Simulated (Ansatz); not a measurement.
Sr:
```xyz
1
Lattice="3.8179 0.0000 0.0000 0.0000 3.8179 0.0000 0.0000 0.0000 3.8179" Properties=species:S:1:pos:R:3 pbc="T T T"
Sr     0.0000     0.0000     0.0000
```

Relaxed with r²SCAN.

Task: List the phonon frequencies at the special points (DFPT on a 3×3×3 q-mesh, Fourier-interpolated; plane-wave PAW r²SCAN (Ansatz code)).

Result: In cm⁻¹.

```json
[
 {"q": "Γ", "frequencies": "0 0 0"},
 {"q": "X", "frequencies": "43i 43i 108"},
 {"q": "M", "frequencies": "61i 112 112"},
 {"q": "R", "frequencies": "109 109 109"}
]
```

Space group Pm-3m (simple cubic). A made-up cell: these elements were put on the sites of a structure type; neither database checked (COD, Materials Project) lists it. It is not the phase usual at ambient conditions (space group No. 225). The r²SCAN relaxation kept the symmetry of its start. At this level the phase is dynamically unstable (imaginary phonons). As this level gives no gap, phonon frequencies hold no LO–TO term and depend on the k-mesh and smearing (Fermi–Dirac, 0.1 eV here).

Potentials: the later of the program's two PAW sets.
